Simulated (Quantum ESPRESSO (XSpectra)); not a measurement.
Quantum ESPRESSO (XSpectra) run for X-ray absorption at the B K edge of B (R-3m). Geometry: Materials Project entry mp-160 (a computed structure). The cell is the entry's, not relaxed again. The ground-state test found a gap, so occupations are fixed and the excited electron is left out (charged cell on a uniform background); energies count from the highest occupied level. pw.x input:

```
&CONTROL
  calculation = 'scf'
  prefix = 'x'
  pseudo_dir = './pseudo'
  outdir = './out'
/
&SYSTEM
  ibrav = 0
  nat = 48
  ntyp = 2
  ecutwfc = 55
  tot_charge = 1
  occupations = 'fixed'
/
&ELECTRONS
  conv_thr = 4.8e-07
  mixing_beta = 0.4
/
ATOMIC_SPECIES
Bh 10.810 B.lda-tm-gipaw-star1s.UPF
B 10.810 B.lda-tm-gipaw.UPF
CELL_PARAMETERS angstrom
   0.000000000    5.656173481    4.174720000
   4.898389923   -2.828086741    4.174720000
   4.898389923    2.828086741   -4.174720000
ATOMIC_POSITIONS crystal
Bh     0.332130000    0.009970000    0.667870000
B      0.332130000    0.509970000    0.167870000
B      0.832130000    0.009970000    0.167870000
B      0.832130000    0.509970000    0.667870000
B      0.667870000    0.990030000    0.332130000
B      0.667870000    0.490030000    0.832130000
B      0.167870000    0.990030000    0.832130000
B      0.167870000    0.490030000    0.332130000
B      0.009970000    0.332130000    0.667870000
B      0.009970000    0.832130000    0.167870000
B      0.509970000    0.332130000    0.167870000
B      0.509970000    0.832130000    0.667870000
B      0.990030000    0.667870000    0.332130000
B      0.990030000    0.167870000    0.832130000
B      0.490030000    0.667870000    0.832130000
B      0.490030000    0.167870000    0.332130000
B      0.332130000    0.332130000    0.990030000
B      0.332130000    0.832130000    0.490030000
B      0.832130000    0.332130000    0.490030000
B      0.832130000    0.832130000    0.990030000
B      0.667870000    0.667870000    0.009970000
B      0.667870000    0.167870000    0.509970000
B      0.167870000    0.667870000    0.509970000
B      0.167870000    0.167870000    0.009970000
B      0.426100000    0.220560000    0.573900000
B      0.426100000    0.720560000    0.073900000
B      0.926100000    0.220560000    0.073900000
B      0.926100000    0.720560000    0.573900000
B      0.573900000    0.779440000    0.426100000
B      0.573900000    0.279440000    0.926100000
B      0.073900000    0.779440000    0.926100000
B      0.073900000    0.279440000    0.426100000
B      0.220560000    0.426100000    0.573900000
B      0.220560000    0.926100000    0.073900000
B      0.720560000    0.426100000    0.073900000
B      0.720560000    0.926100000    0.573900000
B      0.779440000    0.573900000    0.426100000
B      0.779440000    0.073900000    0.926100000
B      0.279440000    0.573900000    0.926100000
B      0.279440000    0.073900000    0.426100000
B      0.426100000    0.426100000    0.779440000
B      0.426100000    0.926100000    0.279440000
B      0.926100000    0.426100000    0.279440000
B      0.926100000    0.926100000    0.779440000
B      0.573900000    0.573900000    0.220560000
B      0.573900000    0.073900000    0.720560000
B      0.073900000    0.573900000    0.720560000
B      0.073900000    0.073900000    0.220560000
K_POINTS automatic
2 2 2 0 0 0
```

xspectra.x input:

```
&input_xspectra
  calculation = 'xanes_dipole'
  edge = 'K'
  prefix = 'x'
  outdir = './out'
  xonly_plot = .false.
  xiabs = 1
  xcoordcrys = .false.
  xepsilon(1) = 1.0
  xepsilon(2) = 0.0
  xepsilon(3) = 0.0
  xniter = 1500
  xcheck_conv = 50
  xerror = 0.002
  x_save_file = 'x0.sav'
/
&plot
  xnepoint = 451
  xemin = -5.0
  xemax = 40.0
  xgamma = 0.5
  terminator = .true.
  cut_occ_states = .true.
/
&pseudos
  filecore = 'core.wfc'
/
&cut_occ
  cut_desmooth = 0.1
  cut_stepl = 0.01
  cut_ierror = 1e-6
/
3 3 3 1 1 1
```

End of the pw.x output:

```
     6.0198   6.3350   6.4044   6.4365   6.5673   6.6147   6.6698   6.7363
     6.8427   6.8690   6.9480   6.9664   7.0008   7.0627   7.1075   7.5166

          k = 0.3588 0.6214 0.0000 ( 16124 PWs)   bands (ev):

    -7.3133  -6.5059  -6.4503  -6.3177  -4.0099  -3.8688  -3.6323  -3.3917
    -3.2252  -3.0089  -3.0028  -2.8444  -2.1988  -1.9366  -1.7039  -1.6424
    -0.5172  -0.2925  -0.0136   0.6890   0.7311   0.8956   1.0130   1.1453
     1.2665   1.3016   1.3323   1.3987   1.4425   1.5381   1.7670   1.8650
     1.9566   2.0144   2.0667   2.1285   3.1744   3.2365   3.4206   3.5739
     3.8890   4.0168   4.1374   4.3460   4.6094   4.7294   4.7646   4.7983
     4.8954   5.0032   5.1624   5.2999   5.5626   5.6112   5.8021   6.0861
     6.2316   6.2928   6.4458   6.5366   6.6201   6.6601   6.6776   6.7071
     6.7549   6.9406   6.9750   7.0850   7.1946   7.2998   7.4334   7.7491

     highest occupied level (ev):     8.6817

!    total energy              =    -280.45361681 Ry
     estimated scf accuracy    <       0.00000045 Ry

     The total energy is the sum of the following terms:
     one-electron contribution =      93.26334936 Ry
     hartree contribution      =      34.52161219 Ry
     xc contribution           =    -105.80084711 Ry
     ewald contribution        =    -302.43773126 Ry

     convergence has been achieved in  11 iterations

     XML data file, charge density, pseudopotentials, collected wavefunctions
```

xspectra.x output, shortened:

```
... Begin STEP 1 ...

        Radial transition matrix element(s) used in the calculation of the
        initial vector of the Lanczos basis (|tilde{phi}_abs> normalized)
        | For PAW proj. (l=1) #1: radial matrix element =   0.269524230
        | For PAW proj. (l=1) #2: radial matrix element =   0.321088835

NB: the     7 k-point are not all listed below because npool=  4
        |-------------------------------------------------------------
        ! k-point #     1:  ( 0.2392,  0.1381,  0.0936),  0.0741,   1
        |-------------------------------------------------------------
 okvan= F
        |   Norm of the initial Lanczos vector: 0.18929480E+00
        !   => CONVERGED at iter    600 with error=  0.00107962
        |-------------------------------------------------------------
        ! k-point #     2:  ( 0.4784,  0.2762, -0.0936),  0.0741,   1
        |-------------------------------------------------------------
 okvan= F
        |   Norm of the initial Lanczos vector: 0.18929483E+00
        !   => CONVERGED at iter    600 with error=  0.00175709
        |-------------------------------------------------------------
        ! k-point #     3:  ( 0.7176,  0.4143, -0.2807),  0.0741,   1
        |-------------------------------------------------------------
 okvan= F
        |   Norm of the initial Lanczos vector: 0.18929478E+00
        !   => CONVERGED at iter    650 with error=  0.00083148
        |-------------------------------------------------------------

        ...
... Begin STEP 2 ...

     The spectrum is calculated using the following parameters:
        energy-zero of the spectrum [eV]:    8.6817
        the occupied states are elimintate from the spectrum
        xemin [eV]:  -5.00
        xemax [eV]:  40.00
        xnepoint:  451
        constant broadening parameter [eV]:    0.500
        Core level energy [eV]:  -188.0
         (from electron binding energy of neutral atoms in X-ray data booklet)

     Cross-section successfully written in xanes.dat

     ... End STEP 2 ...

     xanes        :     21.76s CPU     21.97s WALL (       1 calls)

     -------------------------------------------------------------------------
                                END JOB XSpectra
     -------------------------------------------------------------------------
```

xanes.dat for the field along x, every fifth line (energy in eV, cross section):

```
   -5.000   1.6140e-03
   -4.500   1.7730e-03
   -4.000   1.9600e-03
   -3.500   2.1850e-03
   -3.000   2.4580e-03
   -2.500   2.7970e-03
   -2.000   3.2290e-03
   -1.500   3.7980e-03
   -1.000   4.5810e-03
   -0.500   5.7310e-03
    0.000   7.5520e-03
    0.500   1.0890e-02
    1.000   1.8420e-02
    1.500   3.7380e-02
    2.000   5.1740e-02
    2.500   5.3410e-02
    3.000   6.7080e-02
    3.500   7.5630e-02
    4.000   8.6640e-02
    4.500   9.0230e-02
    5.000   9.1320e-02
    5.500   9.3340e-02
    6.000   8.2430e-02
    6.500   8.1610e-02
    7.000   9.1240e-02
    7.500   9.4850e-02
    8.000   8.5580e-02
    8.500   8.8600e-02
    9.000   1.1170e-01
    9.500   1.2580e-01
   10.000   1.0830e-01
   10.500   1.0420e-01
   11.000   1.1150e-01
   11.500   1.1840e-01
   12.000   1.1540e-01
   12.500   1.1090e-01
   13.000   1.0920e-01
   13.500   9.6980e-02
   14.000   9.0290e-02
   14.500   8.5780e-02
   15.000   8.1790e-02
   15.500   8.3100e-02
   16.000   9.6180e-02
   16.500   1.0510e-01
   17.000   1.0440e-01
   17.500   1.0160e-01
   18.000   9.5870e-02
   18.500   8.6120e-02
   19.000   6.8800e-02
   19.500   6.0890e-02
   20.000   5.4190e-02
   20.500   4.4180e-02
   21.000   3.6590e-02
   21.500   3.2250e-02
   22.000   2.5040e-02
   22.500   1.6670e-02
   23.000   1.3630e-02
   23.500   1.5090e-02
   24.000   1.4920e-02
   24.500   1.2670e-02
   25.000   1.3040e-02
   25.500   1.5670e-02
   26.000   1.8230e-02
   26.500   1.9060e-02
   27.000   2.0430e-02
   27.500   2.2740e-02
   28.000   2.5020e-02
   28.500   2.9010e-02
   29.000   3.0710e-02
   29.500   3.0840e-02
   30.000   3.4630e-02
   30.500   3.7480e-02
   31.000   3.9340e-02
   31.500   4.6000e-02
   32.000   5.1280e-02
   32.500   5.1880e-02
   33.000   4.8410e-02
   33.500   4.4020e-02
   34.000   4.3040e-02
   34.500   4.4280e-02
   35.000   4.0660e-02
   35.500   3.5830e-02
   36.000   3.1040e-02
   36.500   2.9560e-02
   37.000   2.9560e-02
   37.500   2.5620e-02
   38.000   2.4010e-02
   38.500   2.6350e-02
   39.000   2.7030e-02
   39.500   2.5050e-02
   40.000   2.4860e-02
```
